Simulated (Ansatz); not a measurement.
## SiO2: gradients before and after relaxing the atoms

Start: a COD entry, atoms as given.

Space group P4_12_12 (No. 92); a = 4.9570, c = 6.8903 Å.

| site | Wyckoff | site symmetry | x | y | z |
| --- | --- | --- | --- | --- | --- |
| Si | 4a | ..2 | 0.3047 | 0.3047 | 0.0000 |
| O | 8b | 1 | 0.2381 | 0.1109 | 0.1826 |

One atom of each set is listed.

Computed with Ansatz: DFT, PBE, plane waves and PAW, scalar-relativistic, 420 eV cutoff, Γ-centred 4×4×3 k-points, Fermi–Dirac smearing 0.02 eV.

The largest force at the start is 0.49 eV/Å. Relaxing the ions at fixed cell moves them by 0.055 Å at most (atom 7, O) and 0.046 Å rms. End positions:

Si (0.3071, 0.3071, 0.0000)
O (0.2360, 0.1200, 0.1869)

```csv
site,moved (Å),first shell before,first shell after,V_zz before (10²¹ V/m²),η before
Si,0.017,4 O at 1.60–1.62 Å,4 O at 1.63 Å,-0.78,0.89
O,0.055,"2 Si at 1.60–1.62 Å, angle 145°","2 Si at 1.63 Å, angle 142°",9.14,0.17
```

Task: What are V_zz and η after the relaxation?

Result: 

```json
{"site": "Si", "V_zz after": "-0.40", "η after": "0.83", "change of V_zz": "+0.38"}
{"site": "O", "V_zz after": "9.37", "η after": "0.21", "change of V_zz": "+0.23"}
```

The largest change of V_zz is on Si, from -0.78 to -0.40. In per cent, |V_zz| changes by -49 on Si, +3 on O (all sites that start above 0.5).
